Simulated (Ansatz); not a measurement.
K$_{2}$S:
```xyz
3
Lattice="0.0000 3.7311 3.7311 3.7311 0.0000 3.7311 3.7311 3.7311 0.0000" Properties=species:S:1:pos:R:3 pbc="T T T"
K      1.8655     1.8655     1.8655
K      5.5966     5.5966     5.5966
S      0.0000     0.0000     0.0000
```

Relaxed with PBE. Independent-particle spectrum: no excitons, no local fields, no scissors shift; 0.1 eV broadening; ε₁ of the summed bands alone.

Problem. Tabulate the dielectric function from DFT-PBE in the program Ansatz with PAW potentials.

Solution. 

```
E (eV)  ε₁ xx  ε₂ xx
------  -----  -----
0.0      3.47   0.00
0.3      3.48   0.00
0.6      3.50   0.00
0.9      3.55   0.00
1.2      3.62   0.00
1.5      3.71   0.00
1.8      3.85   0.00
2.1      4.07   0.00
2.4      4.52   0.02
2.7      4.85   0.78
3.0      4.74   1.13
3.3      4.85   1.35
3.6      5.34   2.11
3.9      4.67   3.56
4.2      3.87   5.07
4.5      0.63   1.79
4.8      3.09   0.17
5.1      6.24   1.16
5.4      4.25   6.87
5.7      1.87   5.04
6.0      0.17   4.63
6.3     -0.14   3.15
6.6     -0.41   1.82
6.9      1.15   0.88
7.2      1.45   1.74
7.5      1.56   2.34
7.8      1.56   2.14
8.1      2.05   3.06
8.4     -0.07   4.50
8.7     -0.85   2.45
9.0     -0.85   0.71
9.3     -0.22   0.69
9.6      0.01   0.62
9.9      0.28   0.37
10.2     0.48   0.36
10.5     0.80   0.23
10.8     1.16   0.24
11.1     1.61   0.63
11.4     1.25   1.16
11.7     0.88   1.50
12.0     0.64   0.88
```

Problem. From ε at 2.7 eV (xx: 4.85 + 0.78i), find n, k, the normal reflectivity and the absorption coefficient.

Solution. n = 2.21, k = 0.177, R = 14 %, α = 2kE/ħc = 48000 cm⁻¹.

With all bands, ε∞ without local fields is 3.49. DFPT, with local fields, gives 3.10.

Space group Fm-3m (anti-fluorite). Symmetry was held in the PBE relaxation; phonons on a q-mesh show no instability.

Potentials: the later of the program's two PAW sets.
